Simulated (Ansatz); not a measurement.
# What DFT gives for Ba2MnBrO2

```
Ba Mn Br O
1.0
     4.28827    0.00000    0.00000
    -2.14413    3.71375    0.00000
    -2.14413    1.23792    9.82230
Ba Mn Br O
2 1 1 2
Direct
  0.74750 0.25250 0.24250
  0.25250 0.74750 0.75750
  0.50000 0.50000 0.50000
  0.00000 0.00000 0.00000
  0.43900 0.56100 0.31700
  0.56100 0.43900 0.68300
```

The numbers come from plane-wave PAW DFT (Ansatz): PBE0, collinear spin, 420 eV, 5×5×5 Γ-centred k points, fermi-dirac occupations (width 0.1 eV). Nothing was relaxed.

Magnetic state (reached from a saved solution, and it need not be the lowest): Mn3 up.

- Moments: Mn3 +3.94 μB of spin moment in Bader basins; net size 4.00 μB a cell.
- Forces: The largest is on O6 (and as large on other atoms): 0.99 eV/Å, components (0.00, 0.00, 0.99). It makes 180° with the line to a nearest neighbour, Mn3 at 1.80 Å, pointing away from it.
- Electronic structure: The gap on the k mesh is 1.15 eV; the mesh may miss the band edges, so the true gap of this level can be smaller.
- Charges: Bader charges in e: Ba +1.52, Mn +0.65, Br -0.81, O -1.44. In the mean Ba gives up most and O takes most.

Origin: a known structure type with other elements, at an estimated volume, so it need not be a known compound. Caveats: an odd or shifted mesh can miss the band edges, so this level's true gap may be smaller; the exchange threshold is loose for a stress; the SCF threshold is loose for a stress.
